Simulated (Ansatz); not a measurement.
# Cd₄Te: computed properties

Theory: Ansatz 0.2.0, DFT PBE, scalar-relativistic, plane waves, PAW.

Settings: cutoff 420 eV, Γ-centred mesh 6×6×6 on the computed 5-atom cell, Gaussian smearing of 0.10 eV; no spin polarisation.

The structure is relaxed at this level of theory with its symmetry kept, and needn't be the ground state of this composition.

```
Cd Te
1.0
     5.81830    0.00000    0.00000
     0.00000    5.81830    0.00000
     0.00000    0.00000    5.81830
Cd Te
4 1
Direct
  0.00000 0.50000 0.50000
  0.50000 0.00000 0.50000
  0.50000 0.50000 0.00000
  0.00000 0.00000 0.00000
  0.50000 0.50000 0.50000
```

| Item | Value |
| --- | --- |
| Space group | Pm-3m (No. 221) |
| Volume per atom | 39.39 Å³ |
| Formation energy from the elements' standard states (uncorrected) | +0.373 eV/atom |
| Kohn–Sham band gap | none (metal) |
| Density of states at the Fermi level | 2.5 states/eV per cell |
| Bader charge by site (e) | Cd (3 in the cell) 0.15, Cd (1 in the cell) -0.12, Te (1 in the cell) -0.32 |

Spin-orbit coupling is left out, which matters for the bands of heavy elements.

Another cell of Cd4Te relaxed alike, in I4/m, lies 0.32 eV/atom lower, so this cell isn't the stable form at this level.

The cell was found from a structure generator's guess, not taken from experiment.
